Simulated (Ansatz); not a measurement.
BP:
Space group P6₂22 (No. 180); a = b = 3.240 Å, c = 6.901 Å, α = β = 90.00°, γ = 120.00°

| atom | site | symmetry | x | y | z |
|---|---|---|---|---|---|
| B | 3d | 222 | 0.5000 | 0.0000 | 0.5000 |
| P | 3c | 222 | 0.5000 | 0.0000 | 0.0000 |

Relaxed with LDA.

Problem. Decompose the optical modes at the zone centre into irreducible representations, and say which are infrared and Raman allowed.

Solution. Point group 622: Γ_opt = A2 + 2B1 + 2B2 + 3E1 + 2E2. Infrared: A2, E1. Raman: E1, E2.

Problem. Assign frequencies (DFPT, the program Ansatz at the LDA level (PAW)).

Solution. B2 272, E1 280, B1 303, E2 431, B1 479, E1 591, E2 712, A2 729, E1 765, B2 782 cm⁻¹.

Subscripts of B labels follow the axes of the standard setting.

Space group P6_222. The start of the workflow was typed in or built on a structure type; neither database checked (COD, Materials Project) lists it. It is not the phase usual at ambient conditions (space group No. 216). Symmetry was held in the LDA relaxation; of distortions, only those at the zone centre were tested. A crystal of weakly bound chains computed without a dispersion correction: the cell and the soft elastic constants depend strongly on that. As this level gives no gap, phonon frequencies hold no LO–TO term and depend on the k-mesh and smearing (Fermi–Dirac, 0.1 eV here).

Potentials: the later of the program's two PAW sets.
